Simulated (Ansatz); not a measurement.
Si2Ni:
```xyz
3
Lattice="0.0000 2.6941 2.6941 2.6941 0.0000 2.6941 2.6941 2.6941 0.0000" Properties=species:S:1:pos:R:3 pbc="T T T"
Si     1.3471     1.3471     1.3471
Si     4.0412     4.0412     4.0412
Ni     0.0000     0.0000     0.0000
```

Relaxed with PBEsol.

**Question.** Which orbitals make up the states near the Fermi level in DFT-PBEsol in the program Ansatz with PAW potentials?

**Answer.** Within 0.5 eV of the Fermi level: Ni 3d 33 %, Si 3p 30 %, Si 3s 29 %, outside the projected shells 7 %. Projections are on Löwdin-orthogonalised atomic valence shells; empty p or d shells of many metals are not among them.

**Question.** Tabulate the density of states.

**Answer.** States/eV per cell of 3 atoms, in 0.25 eV bins, energy from the Fermi level.

```csv
E (eV),total,Ni 3d,Si 3p,Si 3s
-7.85,0.75,0.15,0.27,0.31
-7.60,0.87,0.19,0.33,0.31
-7.35,0.85,0.19,0.36,0.26
-7.10,0.80,0.17,0.39,0.18
-6.85,0.75,0.17,0.39,0.15
-6.60,0.84,0.20,0.47,0.12
-6.35,0.90,0.24,0.52,0.11
-6.10,1.02,0.29,0.58,0.10
-5.85,1.19,0.37,0.66,0.09
-5.60,1.47,0.54,0.78,0.09
-5.35,2.71,1.32,1.22,0.09
-5.10,3.61,1.93,1.48,0.10
-4.85,3.30,1.99,1.17,0.07
-4.60,2.05,1.12,0.83,0.05
-4.35,2.71,1.76,0.79,0.07
-4.10,2.05,1.48,0.46,0.04
-3.85,3.52,2.91,0.47,0.03
-3.60,6.23,5.54,0.43,0.03
-3.35,5.84,5.26,0.32,0.05
-3.10,2.79,2.29,0.29,0.06
-2.85,2.20,1.55,0.46,0.07
-2.60,2.19,1.38,0.61,0.07
-2.35,2.25,1.27,0.77,0.07
-2.10,1.72,0.79,0.75,0.07
-1.85,1.42,0.53,0.72,0.06
-1.60,1.20,0.37,0.67,0.06
-1.35,0.87,0.25,0.48,0.05
-1.10,0.67,0.18,0.36,0.05
-0.85,0.53,0.13,0.28,0.05
-0.60,0.43,0.10,0.23,0.05
-0.35,0.62,0.21,0.19,0.17
-0.10,0.81,0.29,0.21,0.24
0.15,0.96,0.32,0.27,0.29
0.40,1.13,0.34,0.36,0.34
0.65,1.25,0.32,0.45,0.36
0.90,1.47,0.31,0.61,0.40
1.15,1.60,0.27,0.72,0.45
1.40,1.17,0.17,0.52,0.29
1.65,0.60,0.09,0.23,0.09
1.90,0.57,0.09,0.25,0.03
2.15,2.02,0.33,1.13,0.20
2.40,1.92,0.25,1.03,0.23
2.65,1.75,0.17,0.89,0.19
2.90,1.42,0.13,0.72,0.18
3.15,1.32,0.11,0.69,0.17
3.40,0.99,0.07,0.53,0.15
3.65,1.09,0.07,0.57,0.15
3.90,1.74,0.10,0.85,0.17
4.15,1.54,0.08,0.77,0.14
4.40,1.51,0.07,0.76,0.13
4.65,1.60,0.06,0.80,0.12
```

Space group Fm-3m (fluorite or antifluorite type). Symmetry was held in the PBEsol relaxation. No spin polarisation was allowed.

Potentials: the earlier of the program's two PAW sets. The files were generated under PBE; for other functionals the program regenerates the frozen cores, and for LDA and PBEsol the local potential too.
